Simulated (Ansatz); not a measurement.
Hf2C (P4/nmm), relaxed with PBE (Ansatz, a program for electronic structure, plane waves, PAW): a = 3.6347 Å, b = 3.6347 Å, c = 6.8605 Å, α = 90.00°, β = 90.00°, γ = 90.00°.

- ΔH_f (eV/atom): 0.19

The same phase is relaxed and computed with PBEsol in the same code. What are the cell and these values now?

a = b = 3.584 Å, c = 6.795 Å, α = β = γ = 90.00°.

ΔH_f (eV/atom): 0.10

Constructed cells (a structure type filled with these elements, in neither database checked): Hf2C, P4/nmm (Hf on 2a, Hf on 2c, C on 2c). All cells were relaxed under the symmetry of their starts (and spin orders); stability against distortions was not tested throughout. Rows with no word on spin ran without spin polarisation. Spin–orbit coupling is left out wherever it is not named.

Potentials: the later of the program's two PAW sets.

Ansatz is a plane-wave DFT program.

Formation energies count from the lowest solids of the elements computed at the same level, not from gases.
